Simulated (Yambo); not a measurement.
Yambo run on C (space group C2/m, No. 12, within 0.06 Å of R-3m). The wavefunctions are PBEsol (pw.x of Quantum ESPRESSO, ONCV potentials, without SOC) ones on a 6×6×4 mesh (4 occupied bands); a = 2.4645 Å, b = 2.4645 Å, c = 3.6590 Å, α = 109.38°, β = 109.38°, γ = 60.00°.

Yambo input:

```
rim_cut
gw0
dyson
el_el_corr
HF_and_locXC
ppa
em1d
RandQpts= 1000000
RandGvec= 1 Ry
EXXRLvcs= 82 Ry
VXCRLvcs= 328 Ry
Chimod= "HARTREE"
% BndsRnXp
 1 | 68 |
%
NGsBlkXp= 14 Ry
% LongDrXp
 1.0 | 1.0 | 1.0 |
%
PPAPntXp= 40 eV
% GbndRnge
 1 | 68 |
%
GTermKind= "BG"
DysSolver= "n"
ExtendOut
% QPkrange
 42 | 42 | 4 | 5 |
 44 | 44 | 5 | 5 |
%
```

k points by index: 42 = (0.333, -0.333, 0), 44 = (0.333, -0.333, -0.5).

The o-*.qp file then holds:

```
#    K-point    Band    Eo [eV]    E [eV]    E-Eo [eV]    Vxc [eV]    Vnlxc [eV]    Sc|Eo [eV]    Sc|E [eV]    dSc/dw|Eo [eV]    Re(Z)    Im(Z)
#
    42    4    0.000000    -0.126694    -0.126694    -13.69026    -13.61033    -0.239717    -0.206619    -7.107401    0.792899    -0.001166
    42    5    0.630041    0.608556    -0.021485    -14.18304    -11.21493    -2.995278    -2.989589    -7.220823    0.790287    -0.001171
    44    5    0.623328    0.600127    -0.023201    -14.20326    -11.24813    -2.984475    -2.978326    -7.226395    0.790159    -0.001171
```
(The two width columns are left out.) Convergence of these settings isn't established.

Geometry relaxed with PBE+D3(BJ).

This is not the ordinary phase of the substance; no match was found in the copy of COD used, and its stability was not checked.
